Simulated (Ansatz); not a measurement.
A geometry of Hf₃N₄ away from equilibrium: step 2 of the relaxation of a generated trial cell of Hf3N4 in a common structure type. These are PBE (plane waves to 420 eV, PAW, scalar-relativistic; Ansatz, an electronic-structure program) values and carry that method's errors. Γ-centred k-mesh 4×4×4 on the run's cell (coarser than for final values), Fermi–Dirac smearing 0.05 eV.

```xyz
14
Lattice="-3.3435 3.3435 3.3435 3.3435 -3.3435 3.3435 3.3435 3.3435 -3.3435" Properties=species:S:1:pos:R:3:forces:R:3 pbc="T T T" free_energy=-97421.121 pressure_GPa=1.6
Hf     2.5077     0.0000     1.6718    0.0000    0.0000    0.0000
Hf     0.8359     0.0000     5.0153    0.0000    0.0000    0.0000
Hf     1.6718     2.5077     0.0000    0.0000    0.0000    0.0000
Hf     5.0153     0.8359     0.0000    0.0000    0.0000    0.0000
Hf     0.0000     1.6718     2.5077    0.0000    0.0000    0.0000
Hf     0.0000     5.0153     0.8359    0.0000    0.0000    0.0000
N      0.5096     0.5096     0.5096   -0.3238   -0.3238   -0.3238
N     -0.5096     2.8340     0.5096    0.3238    0.3238   -0.3238
N      2.8340     0.5096    -0.5096    0.3238   -0.3238    0.3238
N      0.5096    -0.5096     2.8340   -0.3238    0.3238    0.3238
N      2.1813     2.1813     2.1813   -0.3238   -0.3238   -0.3238
N      1.1622     4.5057    -1.1622    0.3238    0.3238   -0.3238
N     -1.1622     1.1622     4.5057   -0.3238    0.3238    0.3238
N      4.5057    -1.1622     1.1622    0.3238   -0.3238    0.3238
```

Positions in Å, forces in eV/Å, free energy of the cell in eV (comparable only within this code, potentials and settings). Largest force: 0.56 eV/Å, on N7, N8, N9, N10, N11, N12, N13, N14 (atoms numbered as listed); the geometry lies 0.02 eV/atom above the end of its relaxation.

No spin polarisation in the result.

The run could not lose the symmetry of its start.

The first start was generated by placing the elements on the sites of a structure type. A measured structure of Hf3N4 has the same space group, I-43d (No. 220); the sites were not compared with it.
